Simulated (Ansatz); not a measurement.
Ru (hcp (Mg type), space group No. 194) at seven volumes, PBE (plane waves, PAW; program Ansatz), shape and atoms relaxed at each. One row is withheld.

```csv
V (Å³/atom),P (GPa)
12.529,?
12.942,22.45
13.355,10.24
13.768,-0.01
14.181,-8.59
14.594,-15.77
15.007,-21.75
```

Question: Fit the shown pressures and predict the withheld one.

Answer: P = (3/2)B₀(x^(7/2) − x^(5/2))[1 + (3/4)(B′ − 4)(x − 1)] with x = (V₀/V)^(2/3). Least squares on the six rows gives V₀ = 13.767 Å³/atom, B₀ = 312 GPa, B′ = 4.92. At V = 12.529, x = 1.0648 and P = 37.09 GPa. The run itself gave 37.00 GPa.

Space group P6_3/mmc (hcp (Mg type)). The cell was relaxed with PBE under the symmetry of its start. The run is not spin-polarised.

Potentials: the earlier of the program's two PAW sets.
